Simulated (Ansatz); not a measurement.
## Te3Au: what symmetry allows forces and stress to be

```
Te Au
1.0
     2.90571    0.00000    0.00000
     0.00000    3.23452    0.10189
     0.00000    0.42493   13.07598
Te Au
3 1
Direct
  0.00000 0.99300 0.20883
  0.00000 0.00000 0.50000
  0.00000 0.00700 0.79117
  0.00000 0.00000 0.00000
```

Theory: DFT PBEsol, scalar-relativistic, plane waves, PAW in Ansatz.

Cutoff 420 eV; k points 12×12×4 on the computed 4-atom cell (Γ-centred); Gaussian smearing, width 0.10 eV; no spin polarisation.

This distorted cell has space group P2/m, with 4 operations.

Problem. Without a calculation: in which directions can each atom feel a force?

Solution. A force must be left unchanged by every operation that keeps its atom in place, so it lies in the space that those operations leave fixed. Atoms that the group maps onto each other feel forces of one size.
```csv
atom,site symmetry,operations at the site,equivalent to atom,allowed force (Cartesian)
Te1,m,2,1,"in the plane normal to (1.00, 0.00, 0.00)"
Te2,2/m,4,2,none
Te3,m,2,1,"in the plane normal to (1.00, 0.00, 0.00)"
Au4,2/m,4,4,none
```

That leaves 2 independent force components of 12. A relaxation in this cell that keeps the symmetry moves the atoms in these directions alone.

Problem. And the stress tensor?

Solution. It must be invariant under the point group, which leaves 4 independent components: xz, xy vanish.

Problem. Do the computed values obey this?

Solution. Yes. Forces (eV/Å):
```
Te1  0.000 -0.024 -0.564
Te2  0.000  0.000  0.000
Te3  0.000  0.024  0.564
Au4  0.000  0.000  0.000
```

Stress (GPa, compression positive, xx yy zz yz xz xy): 6.32 -3.15 -6.77 -0.34 0.00 0.00. The program imposes the same operations on density, forces and stress, so this confirms the analysis and is no independent test of the calculation.

Spin–orbit coupling is left out, which can shift energies with elements as heavy as these.